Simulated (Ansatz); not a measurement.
The end of the path is a generated cell of Ta2N: the first start was made by placing the elements on the sites of a structure type, and the end was not matched to a known phase here, so it may be hypothetical.

A geometry of Ta$_{2}$N away from equilibrium: the start of the relaxation of a generated cell, Ta2N placed in the Co2Si structure type. All values below come from r2SCAN (plane waves to 500 eV, PAW, scalar-relativistic; Ansatz, a program for electronic structure). Γ-centred k-mesh 5×7×4 on the run's cell, Fermi–Dirac smearing 0.05 eV.

```xyz
12
Lattice="5.4268 0.0000 0.0000 0.0000 4.1247 0.0000 0.0000 0.0000 7.8445" Properties=species:S:1:pos:R:3 pbc="T T T"
Ta     2.9196     1.0312     6.1344
Ta     0.2062     1.0312     5.6324
Ta     2.5072     3.0936     1.7101
Ta     5.2206     3.0936     2.2122
Ta     0.9443     1.0312     0.4864
Ta     3.6577     1.0312     3.4359
Ta     4.4826     3.0936     7.3581
Ta     1.7691     3.0936     4.4086
N      3.8096     1.0312     0.8707
N      1.0962     1.0312     3.0515
N      1.6172     3.0936     6.9738
N      4.3306     3.0936     4.7930
```

Problem. Which atoms carry the largest force, and which way does it point?

Solution. 1.11 eV/Å, on Ta1, Ta2, Ta3, Ta4 (atoms numbered as listed); on Ta1 its components are (-0.63, 0.00, 0.92).

Problem. What is the pressure?

Solution. -17.0 GPa, compression positive.

Problem. How much energy per atom can still be gained by relaxing?

Solution. 1.20 eV/atom; the path ends in Pnma (No. 62).

No spin polarisation in the result.

The run could not lose the symmetry of its start, so the end can be a saddle point.
